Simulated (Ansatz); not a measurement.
AlAu (CsCl type, Pm-3m) under volume change, PBEsol (plane waves, PAW; program Ansatz), scaled uniformly.

```json
[
 {"V (Å³/atom)": "14.604", "E − E(relaxed) (meV/atom)": "61.9", "P (GPa)": "15.32"},
 {"V (Å³/atom)": "15.085", "E − E(relaxed) (meV/atom)": "25.5", "P (GPa)": "9.11"},
 {"V (Å³/atom)": "15.567", "E − E(relaxed) (meV/atom)": "6.0", "P (GPa)": "4.09"},
 {"V (Å³/atom)": "16.048", "E − E(relaxed) (meV/atom)": "0.0", "P (GPa)": "0.00"},
 {"V (Å³/atom)": "16.530", "E − E(relaxed) (meV/atom)": "?", "P (GPa)": "?"},
 {"V (Å³/atom)": "17.011", "E − E(relaxed) (meV/atom)": "?", "P (GPa)": "?"},
 {"V (Å³/atom)": "17.492", "E − E(relaxed) (meV/atom)": "42.7", "P (GPa)": "-8.64"}
]
```

### Question
Fill in the missing entries.

### Answer

- 16.530, E − E(relaxed) (meV/atom): 5.3
- 16.530, P (GPa): -3.44
- 17.011, E − E(relaxed) (meV/atom): 20.1
- 17.011, P (GPa): -6.30

### Question
What does a third-order Birch–Murnaghan fit give for V₀, B₀ and B′?

### Answer
V₀ = 16.04 Å³/atom, B₀ = 126 GPa, B′ = 5.4.

The first step of the workflow began from a Materials Project structure, measured or hypothetical; the Crystallography Open Database copy checked does not list it. With Al and Au taken as one species the cell has the higher symmetry Im-3m, so it may be an ordered model of a mixed-site phase. Its standing as an ambient phase is unchecked. The PBEsol relaxation kept the symmetry of its start. At this level the phase is mechanically unstable. Spin–orbit coupling is left out wherever it is not named.

Potentials: the later of the program's two PAW sets.
